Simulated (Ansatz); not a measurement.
Ca₂C (antifluorite), relaxed with r2SCAN in Ansatz. The symmetry is Fm-3m (No. 225, cubic); a = 6.257 Å in the conventional setting, 20.42 Å³ an atom. Around C lie 8 Ca at 2.71 Å; around Ca lie 4 C at 2.71 Å.

The axes x, y and z are those of this cell:
```yaml
crystal:
  lattice:
    - [0.00000, 3.12858, 3.12858]
    - [3.12858, 0.00000, 3.12858]
    - [3.12858, 3.12858, 0.00000]
  atoms:
    - { symbol: C, position: [0.00000, 0.00000, 0.00000] }
    - { symbol: Ca, position: [0.25000, 0.25000, 0.25000] }
    - { symbol: Ca, position: [0.75000, 0.75000, 0.75000] }
```

Unstrained: With r2SCAN the gap is 0.413 eV and direct, at X. With HSE06 the gap is 0.825 eV and direct, at X. Meshes: r2SCAN 8×8×8, HSE06 6×6×6. Strains are changes of length per length. After each strain the atoms were relaxed again with r2SCAN within the symmetry that the strain leaves, so tilts or polar shifts that break it weren't tested; points keep the names that they have in the unstrained zone. These are computed values for a spin-unpolarised cell that may be hypothetical; none is a measurement.

**Question.** One strain changed the r2SCAN stress by xx -2.35, yy -2.35, zz -2.35, xy +1.18, xz +1.18, yz +1.18 GPa (compression positive) and the gap by -0.044 eV (r2SCAN), -0.060 eV (HSE06). Which kind of strain was it, and roughly how large?

**Answer.** Epitaxial +5.14 % in the plane normal to [111], free normal strain -4.63 %. The pattern of the stress gives the kind; the size needs the stiffness, so it is an estimate.

**Question.** Apply uniaxial -1.7 % along z, other directions held. How far does the gap move, against the unstrained cell?

**Answer.** r2SCAN: the gap goes from 0.413 to 0.332 eV (-0.081 eV). HSE06: the gap goes from 0.825 to 0.741 eV (-0.084 eV). The r2SCAN energy rises by 2.8 meV an atom.

**Question.** Apply isotropic -3.28 % on every length. How far does the gap move, against the unstrained cell?

**Answer.** r2SCAN: the gap goes from 0.413 to 0.290 eV (-0.123 eV). HSE06: the gap goes from 0.825 to 0.720 eV (-0.105 eV). The r2SCAN energy rises by 38.9 meV an atom.

The meshes of the hybrids are coarse, so their gaps aren't converged to the digits shown.
